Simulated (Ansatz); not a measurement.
Relaxed-ion elastic tensor of Rh (fcc (Cu type), Fm-3m) in GPa (Voigt order), the program Ansatz at the r²SCAN level (PAW); density 12.46 g/cm³, 13.72 Å³ per atom.

```csv
,1,2,3,4,5,6
1,445,200,200,0.0,0.0,0.0
2,200,445,200,0.0,0.0,0.0
3,200,200,445,0.0,0.0,0.0
4,0.0,0.0,0.0,196,0.0,0.0
5,0.0,0.0,0.0,0.0,196,0.0
6,0.0,0.0,0.0,0.0,0.0,196
```

Is the crystal mechanically stable?

Yes: the smallest eigenvalue of C is 196 GPa.

Work out the Voigt, Reuss and Hill averages.

K_V = 282, K_R = 282, K_H = 282; G_V = 167, G_R = 158, G_H = 162 GPa.

Give Young's modulus, Poisson's ratio, Pugh's ratio and the universal anisotropy index.

E = 9KG/(3K + G) = 409 GPa; ν = 0.26; K/G = 1.74 (near the Pugh limit of 1.75, no verdict); A_U = 5G_V/G_R + K_V/K_R − 6 = 0.27.

Estimate the sound speeds and the Debye temperature.

v_l = √((K + 4G/3)/ρ) = 6330 m/s, v_t = √(G/ρ) = 3610 m/s, mean 4010 m/s; Θ = (h/k)(3n/4πV)^(1/3) v_m = 499 K.

Give the Zener ratio and Young's modulus along [100], [110] and [111].

A = 2C44/(C11 − C12) = 1.60; 1/E = S11 − 2(S11 − S12 − S44/2)Γ with Γ = 0, 1/4, 1/3 gives 321, 426, 478 GPa.

Solve the Christoffel equation for the three sound speeds along [100], [110], [111].

Eigenvalues of C_ijkl n_j n_l equal ρv². In km/s, slowest first: [100] 3.97, 3.97, 5.98; [110] 3.14, 3.97, 6.46; [111] 3.44, 3.44, 6.61.

The r²SCAN relaxation kept the symmetry of its start. No spin polarisation was allowed. As this level gives no gap, shear constants depend on the k-mesh and smearing (Fermi–Dirac, 0.1 eV here). On the denser mesh and wider smearing of the elastic run this cell carries a stress of 0.4 GPa.

Potentials: the earlier of the program's two PAW sets.
